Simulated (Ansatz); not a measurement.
BaFeO₂F: pressure against volume

BaFeO₂F, P4/mmm, a = 3.834 Å, c = 4.288 Å. The structure is a Materials Project entry; whether it is the stable form wasn't checked. Ansatz: PBEsol, PAW, 420 eV, Γ-centred 10×10×8 mesh on 5 atoms, Gaussian smearing 0.10 eV; collinear spin, largest moment 2.8 μB. Shape and atoms are relaxed at each volume; pressure is positive in compression.

| V (Å³/atom) | P (GPa) |
| --- | --- |
| 11.094 | 21.40 |
| 11.473 | 14.74 |
| 11.851 | ? |
| 12.229 | 3.95 |
| 12.607 | -0.03 |
| 12.986 | -3.26 |
| 13.364 | -5.95 |
| 13.868 | -9.02 |

Task: Take V0 = 12.607 Å³/atom, count pressures from its P0 = -0.03 GPa, fit the third-order Birch–Murnaghan form to the other rows, and predict the missing pressure.

Result: With the Eulerian strain f = ½[(V0/V)^(2/3) − 1] and y = (P − P0)/[3f(1 + 2f)^(5/2)], the form is the line y = B0 + 1.5 B0 (B0′ − 4) f. Rows (f, y): 0.04448, 129.8; 0.03243, 129.7; 0.01025, 123.0; -0.00978, 115.7; -0.01906, 114.1; -0.03079, 114.1. Means f = 0.004588, y = 121.07; Σ(Δf)² = 0.004416, ΣΔfΔy = 1.088; the slope is their ratio. y = 119.9 + 246.4 f GPa, so B0 = 119.9 GPa and B0′ = 4 + 2 × (246.4)/(3 × 119.9) = 5.37. At V = 11.851, f = 0.02104, y = 125.08 and P = 8.72 GPa. The run gave 8.82 GPa, so the fit is 0.10 GPa too low, within the rms miss on the fitted rows (0.13 GPa). Note that the largest moment runs from 2.58 to 3.13 μB along the series.

The largest moment runs from 2.58 to 3.13 μB along the series, so B0 and B0′ hold the change of the moment too.

The cell holds one magnetic atom, so it can only be ferromagnetic; an antiferromagnetic order may lie lower.

Cost: 8 runs of about 20 core-minutes in all, on Arm Neoverse V2 (shared hosts).